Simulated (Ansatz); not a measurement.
Relaxed-ion elastic tensor of LiBr (rock salt, space group No. 225) in GPa (Voigt order), PBEsol in the plane-wave PAW code Ansatz; density 3.64 g/cm³, 19.80 Å³ per atom.

```
52.5  17.0  17.0   0.0   0.0   0.0
17.0  52.5  17.0   0.0   0.0   0.0
17.0  17.0  52.5   0.0   0.0   0.0
 0.0   0.0   0.0  19.8   0.0   0.0
 0.0   0.0   0.0   0.0  19.8   0.0
 0.0   0.0   0.0   0.0   0.0  19.8
```

**Question.** Is the crystal mechanically stable?

**Answer.** Yes: the smallest eigenvalue of C is 19.8 GPa.

**Question.** Work out the Voigt, Reuss and Hill averages.

**Answer.** K_V = 28.8, K_R = 28.8, K_H = 28.8; G_V = 19.0, G_R = 18.9, G_H = 19.0 GPa.

**Question.** Give Young's modulus, Poisson's ratio, Pugh's ratio and the universal anisotropy index.

**Answer.** E = 9KG/(3K + G) = 46.6 GPa; ν = 0.23; K/G = 1.52 (brittle by the Pugh limit of 1.75); A_U = 5G_V/G_R + K_V/K_R − 6 = 0.02.

**Question.** Estimate the sound speeds and the Debye temperature.

**Answer.** v_l = √((K + 4G/3)/ρ) = 3850 m/s, v_t = √(G/ρ) = 2280 m/s, mean 2530 m/s; Θ = (h/k)(3n/4πV)^(1/3) v_m = 278 K.

**Question.** Give the Zener ratio and Young's modulus along [100], [110] and [111].

**Answer.** A = 2C44/(C11 − C12) = 1.12; 1/E = S11 − 2(S11 − S12 − S44/2)Γ with Γ = 0, 1/4, 1/3 gives 44.1, 47.2, 48.4 GPa.

**Question.** Solve the Christoffel equation for the three sound speeds along [100], [110], [111].

**Answer.** Eigenvalues of C_ijkl n_j n_l equal ρv². In km/s, slowest first: [100] 2.33, 2.33, 3.80; [110] 2.21, 2.33, 3.87; [111] 2.25, 2.25, 3.90.

Space group Fm-3m (rock salt). Symmetry was held in the PBEsol relaxation.

Potentials: the later of the program's two PAW sets.
